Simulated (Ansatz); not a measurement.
# Does this entry for Tl2MoO4 lie near equilibrium?

The cell is a measured structure from the Crystallography Open Database (COD), taken as it stands.

Space group P-3m1 (No. 164); a = 6.2660, c = 8.1030 Å, γ = 120.00°.

```
site  Wyckoff  site symmetry       x       y       z
 Tl1       1a           -3m.  0.0000  0.0000  0.0000
 Tl2       1b           -3m.  0.0000  0.0000  0.5000
 Tl3       2d            3m.  0.6667  0.3333  0.1737
  Mo       2d            3m.  0.6667  0.3333  0.6878
  O7       2d            3m.  0.6667  0.3333  0.4780
  O9       6i            .m.  0.1852  0.8148  0.2350
```

One atom of each set is listed.

All values are calculated (Ansatz; DFT, PBE, plane waves and PAW (field gradients read without the response of the frozen cores, which leaves them typically 4 to 6 % off), scalar-relativistic, 420 eV cutoff, Γ-centred 4×4×3 k-points, Fermi–Dirac smearing 0.02 eV), not measured.

(1) Do the atoms and the cell lie near the calculated equilibrium?

Results:

(1) No. The largest force is 4.0 eV/Å, on atom 7 (O: 1 Mo at 1.70 Å; also 1 Tl at 2.47 Å), and the pressure is 9.8 GPa. Such values can come from imprecise or misplaced coordinates, missing atoms or a wrong setting of the space group; the run alone doesn't tell which, and gradients calculated on this entry can't be taken for those of the compound at ambient conditions.
